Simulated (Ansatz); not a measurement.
# SrPb in the CrB-type structure

Computed with Ansatz (plane waves, PAW, 420 eV cutoff): PBEsol, scalar-relativistic, no spin polarisation, Γ-centred 8×8×8 mesh, 0.05 eV Gaussian smearing; PAW files: Ansatz's generated set soft_2.

```xyz
4
Lattice="2.5155 -6.0877 0.0000 2.5155 6.0877 0.0000 0.0000 0.0000 4.6216" Properties=species:S:1:pos:R:3 pbc="T T T"
Sr    2.5155   -4.4574    1.1554
Sr    2.5155    4.4574    3.4662
Pb    2.5155   -1.0277    1.1554
Pb    2.5155    1.0277    3.4662
```

The start was a prototype's sites filled with these elements; the Crystallography Open Database holds the compound in this structure.

Problem. Which orbitals carry the states at the Fermi level, and how many states are there?

Solution. Within 0.1 eV of it: Pb 6p 82 %, Sr 5s 10 % (shares among the projected shells, which hold 69 % of the states there). The Fermi level sits on a steep edge: the density of states is 1.4, 1.6 and 2.6 states/eV per cell at −0.1, 0 and +0.1 eV.

Density of states (tetrahedra, averaged over 0.5 eV; states/eV per cell of 4 atoms; energy in eV from the Fermi level; projections on Löwdin-orthogonalised atomic orbitals, summed over sites):

```csv
E,total,Pb 6p,Sr 5s,Pb 6s,Sr 4p,Sr 4s
-3.60,0.13,0.09,0.03,0.00,0.00,0.00
-3.10,1.40,0.97,0.32,0.03,0.01,0.03
-2.60,2.50,1.89,0.38,0.09,0.03,0.03
-2.10,2.49,1.97,0.27,0.10,0.03,0.02
-1.60,3.30,2.74,0.22,0.10,0.05,0.01
-1.10,4.00,3.47,0.08,0.05,0.05,0.00
-0.60,1.29,1.01,0.04,0.02,0.01,0.00
-0.10,1.57,0.93,0.11,0.07,0.01,0.00
0.40,2.94,1.45,0.18,0.12,0.01,0.00
0.90,2.73,1.17,0.22,0.13,0.01,0.00
1.40,1.95,0.62,0.20,0.10,0.00,0.00
1.90,3.39,0.71,0.44,0.14,0.01,0.00
2.40,4.01,0.67,0.50,0.11,0.01,0.01
2.90,4.06,0.51,0.31,0.07,0.00,0.01
3.40,5.03,0.38,0.46,0.07,0.00,0.01
3.90,4.66,0.31,0.29,0.05,0.00,0.01
4.40,6.23,0.36,0.45,0.04,0.00,0.01
4.90,6.52,0.41,0.38,0.03,0.00,0.01
```

No spin–orbit coupling, a notable omission for heavy elements.
